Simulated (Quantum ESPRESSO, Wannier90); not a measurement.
PbSe (Cmcm), plane waves to Wannier functions

```yaml
crystal:
  lattice:
    - [4.30975, 0.00000, 0.00000]
    - [0.00000, 0.00000, -4.45049]
    - [-2.15488, 6.13394, 0.00000]
  atoms:
    - { symbol: Pb, position: [0.36824, 0.25000, 0.73648] }
    - { symbol: Pb, position: [0.63176, 0.75000, 0.26352] }
    - { symbol: Se, position: [0.13871, 0.25000, 0.27742] }
    - { symbol: Se, position: [0.86129, 0.75000, 0.72258] }
```

Materials Project entry mp-1063670; symmetrised, unrelaxed at this level. Not found in the COD (Crystallography Open Database) copy used, which has the formula in other groups; not checked further. Level: PBEsol, no spin polarisation, no spin-orbit coupling; pw.x of Quantum ESPRESSO at 69 Ry with PseudoDojo potentials, 6×6×6 k-points, Wannier90. Density: 8×8×8 mesh, Gaussian smearing 0.01 Ry. Spin-orbit coupling is left out although heavy elements are present.

Base run: 16 functions from bands 21-46 of the 46 computed, start hydrogen-like Pb: s;p; Se: s;p, centres 0.05 Å off the atoms, frozen window up to 2.29 eV relative to the valence-band maximum, outer window open. Rows change the key named; with other orbitals the number of functions and the frozen window follow, as listed; window edges are relative to the valence-band maximum. The misfit compares interpolated bands with pw.x on a high-symmetry path, for states up to 1.8 eV relative to the valence-band maximum. Converged means that the tolerances were met: symmetric starts can stop on a saddle, which shows as a larger Ω_OD at equal Ω_I and can move the misfit too.

| setting | functions | frozen to (eV) | Ω_I (Å²) | Ω_D (Å²) | Ω_OD (Å²) | rms misfit (meV) | worst (meV) | ended |
|---|---|---|---|---|---|---|---|---|
| base | 16 | 2.29 | 24.18 | 0.00 | 4.93 | 3.4 | 33 | converged |

Task: Starting from this base row, predict which settings stop with an error, and how Ω_I and the misfit move in the others: only the lowest 18 of the kept bands; only the lowest 21 of the kept bands; only the lowest 23 of the kept bands; dis_mix_ratio = 0.2.

Result: 
```
setting                               functions  frozen to (eV)  Ω_I (Å²)  Ω_D (Å²)  Ω_OD (Å²)  rms misfit (meV)  worst (meV)      ended
------------------------------------  ---------  --------------  --------  --------  ---------  ----------------  -----------  ---------
only the lowest 18 of the kept bands         16            2.29     28.27      0.02       5.28               2.5           32  converged
only the lowest 21 of the kept bands         16            2.29     26.33      0.00       5.04               2.2           15  converged
only the lowest 23 of the kept bands         16            2.29     25.37      0.00       4.97               2.2           17  converged
dis_mix_ratio = 0.2                          16            2.29     24.18      0.00       4.93               3.4           33  converged
```
